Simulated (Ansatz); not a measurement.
**TaRu: energy along a strain**

TaRu, Cmmm, a = 3.308 Å, b = 4.683 Å, c = 4.162 Å (as given, not relaxed at this level: -13.9 GPa). The structure is a Materials Project entry; whether it is the stable form wasn't checked. Ansatz: LDA, PAW, 420 eV, Γ-centred 18×18×12 mesh on 2 atoms, Gaussian smearing 0.15 eV; no spin polarisation. Cell vectors (Å): 1.654 -2.342 0.000; 1.654 2.342 0.000; 0.000 0.000 4.162. The cell is strained by x per cent times the pattern (1 0 0 0 0 0) in the order xx yy zz yz xz xy (engineering shears), with fractional coordinates held. y is the free energy over the start, V0 = 16.122 Å³/atom.

| x (%) | y (meV/atom) |
| --- | --- |
| -4.00 | ? |
| -2.00 | -20.33 |
| 0.00 | 0.00 |
| 1.00 | 14.01 |
| 3.00 | 48.74 |
| 4.00 | 69.11 |

Problem. Fit y = c1 x + c2 x² + c3 x³ to the other rows, get the stiffness along the pattern, and predict the missing energy.

Solution. Least squares on the rows shown. y = 12.786 x + 1.2478 x² − 0.031274 x³. The clamped-ion stiffness p·C·p = 2 × 12.48 eV × 160.2 / 16.122 Å³ = 248 GPa, which is C11 in these axes (second derivative at the start, which stands under stress). At x = -4.00 the fit asked for gives -29.18 meV/atom. The run gave -28.93 meV/atom, so the fit is 0.25 meV/atom too low, 0.25 % of the span of the series, against an rms of 0.004 meV/atom on the fitted rows. The row lies outside the fitted range. With a term in x⁴ added, a fit to the same known rows (none to spare) predicts -28.94 meV/atom, so most of the miss is curvature that the known rows already hold.

Spin–orbit coupling is left out, which can shift energies with elements as heavy as these.